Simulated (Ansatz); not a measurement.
**Co (P63/mmc): the held moment from field and pressure**

```
CELL_PARAMETERS angstrom
2.50740 0.00000 0.00000
-1.25370 2.17147 0.00000
0.00000 0.00000 4.06990
ATOMIC_POSITIONS crystal
Co 0.33333 0.66667 0.25000
Co 0.66667 0.33333 0.75000
```

Geometry: a structure as deposited in COD; nothing is relaxed.

Functional, mesh and filling: PBE, 15×15×8 k mesh, Fermi–Dirac smearing of 0.08 eV. PAW means Ansatz 0.2.0 on its default frozen-core files. Site moments are integrated in spheres about the atoms. Start moments (μB): Co1 2, Co2 2.

The free run ends with 3.27 μB per cell. Further runs hold the cell's moment M by two Fermi levels; B is half their difference over μB, positive where the field raises M. Some of them:

```json
{"M (μB/cell)": "2.95", "B (T)": "-2960", "ΔF over the free run (meV/cell)": "33.6", "pressure (GPa)": "-6.2"}
{"M (μB/cell)": "3.60", "B (T)": "4644", "ΔF over the free run (meV/cell)": "54.7", "pressure (GPa)": "-0.8"}
{"M (μB/cell)": "4.09", "B (T)": "12572", "ΔF over the free run (meV/cell)": "287.3", "pressure (GPa)": "4.4"}
```

**Question.** Another run of the series gave B (T) = 26314, ΔF over the free run (meV/cell) = 1185.3, pressure (GPa) = 16.1. Which moment was held?
A. 2.19
B. 1.08
C. 4.91

**Answer.** C. M (μB/cell) = 4.91.

**Question.** Another run of the series gave B (T) = -3633, ΔF over the free run (meV/cell) = 190.8, pressure (GPa) = -10.2. Which moment was held?
A. 4.91
B. 1.08
C. 2.19

**Answer.** C. M (μB/cell) = 2.19.

The whole series:

```json
{"M (μB/cell)": "1.08", "B (T)": "-2308", "ΔF over the free run (meV/cell)": "390.7", "pressure (GPa)": "-13.6"}
{"M (μB/cell)": "2.19", "B (T)": "-3633", "ΔF over the free run (meV/cell)": "190.8", "pressure (GPa)": "-10.2"}
{"M (μB/cell)": "2.95", "B (T)": "-2960", "ΔF over the free run (meV/cell)": "33.6", "pressure (GPa)": "-6.2"}
{"M (μB/cell)": "3.60", "B (T)": "4644", "ΔF over the free run (meV/cell)": "54.7", "pressure (GPa)": "-0.8"}
{"M (μB/cell)": "4.09", "B (T)": "12572", "ΔF over the free run (meV/cell)": "287.3", "pressure (GPa)": "4.4"}
{"M (μB/cell)": "4.91", "B (T)": "26314", "ΔF over the free run (meV/cell)": "1185.3", "pressure (GPa)": "16.1"}
```

The Ansatz runs typed with the search for lower states off end where their start leads. These are results for the start and cell typed. The real compound can order otherwise, in a larger cell, or not at all, since semilocal functionals at zero temperature often overstate magnetism.
